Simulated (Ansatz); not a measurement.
**Sensitivity of the gradients in AlN to the input**

This input was run with Ansatz:

```yaml
crystal:
  lattice:
    - [3.113, 0.0, 0.0]
    - [-1.5565, 2.695937082, 0.0]
    - [0.0, 0.0, 4.981]
  atoms:
    - { symbol: Al, position: [0.3333333333, 0.6666666667, 0.0] }
    - { symbol: Al, position: [0.6666666667, 0.3333333333, 0.5] }
    - { symbol: "N", position: [0.3333333333, 0.6666666667, 0.38] }
    - { symbol: "N", position: [0.6666666667, 0.3333333333, 0.88] }
kpoints:
  mp_grid: { grid: [11, 11, 6] }
scf:
  occupations: { method: fermi_dirac, width: 0.02 }
hamiltonian:
  xc: pbe
  pseudopotentials: { kind: paw }
  dispersion: d4
output:
  forces: true
  stress: true
  populations: true
  efg:
    quadrupole_moments_barn: { Al: 0.1466, "N": 0.02044 }
    contact_densities: true
basis:
  xc_grid: 4
```

It converged. Of its output the block on the nuclei alone is shown, without the SCF iterations, energies, forces and stress (one atom of each set):

```
--- PAW observables at the nuclei: V_zz in 10²¹ V/m², potentials from the cell's mean, atoms counted from 1 ---
  atom   1  Al V_zz =    +0.254286   η = 0.0000   by run symmetry: allowed   C_q = +0.9014 MHz
            electrostatic potential = -1231.298107 V   contact ρ = 10081.564031 e/Å³
  atom   3  N  V_zz =    -0.049905   η = 0.0000   by run symmetry: allowed   C_q = -0.0247 MHz
            electrostatic potential = -516.674452 V   contact ρ = 1412.643122 e/Å³
```

Question: Can these gradients be trusted, and how do they compare with a run on standard settings?

Answer: They agree with the standard run. Against the standard input the change is `basis.xc_grid`: not typed → 4; `hamiltonian.dispersion`: not typed → d4. A site carries the number of its first atom; V_zz in 10²¹ V/m².

```json
{"site": "Al", "atom": "1", "V_zz standard": "0.25", "η standard": "0.00", "V_zz here": "0.25", "η here": "0.00"}
{"site": "N", "atom": "3", "V_zz standard": "-0.050", "η standard": "0.00", "V_zz here": "-0.050", "η here": "0.00"}
```

All printed values agree. The dispersion term itself leaves the density as it is. SCF iterations: 6 and 6.

On the reference run: At this cell the principal stresses reach 5 GPa in size with PBE, which can matter for small gradients. The values hang on the deposited positions: relaxing the atoms moves V_zz on Al from 0.25 to 0.48.
